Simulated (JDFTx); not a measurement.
System: TiB2(1 0 -1 0) (P6/mmm bulk; lattice of mp-1145, not re-optimised at this level), 1x1 cell of 11 atoms in 11 planes (B outermost, slab composition Ti3B8), area 9.77 Å² a face, 8.3 Å between the outermost planes in a cell 24.7 Å high; k mesh 8×6×1, Fermi width 0.01 Ha, no spin polarisation. Whether this polymorph is the ambient one wasn't checked. Neither spin polarisation nor a larger cell was tried.

Method: PBE, GBRV ultrasoft potentials, plane waves to 20/100 Ha, in a modified build of JDFTx. Liquid on both sides: CANDLE, water, 1 M NaF; nuclei fixed, outer atoms relaxed in vacuum. The electron chemical potential μ is absolute (zero in the bulk liquid) and is turned into a potential by U = −μ/e − 4.44 V vs SHE, a convention. The model has bare, unreconstructed faces and no explicit solvent. On the negative side CANDLE's cavity feels the periodic box, so those points shift with the cell height.

Farther out the cavity gives way and the charge runs off; such runs are left out, and the outermost points shown may already feel it.

```csv
U (V vs SHE),μ (eV),excess electrons per cell,"σ (μC/cm², per face)",run
-0.65,-3.79,0.435,-35.7,fixed potential
0.05,-4.49,0.000,0.0,neutral
0.20,-4.64,-0.022,1.8,fixed potential
0.35,-4.79,[?],[?],fixed potential
0.75,-5.19,[?],[?],fixed potential
```

Task: Fill in the missing entries, row by row.

Result: 
- 0.35, excess electrons per cell: -0.043
- 0.35, σ (μC/cm², per face): 3.6
- 0.75, excess electrons per cell: -0.103
- 0.75, σ (μC/cm², per face): 8.4
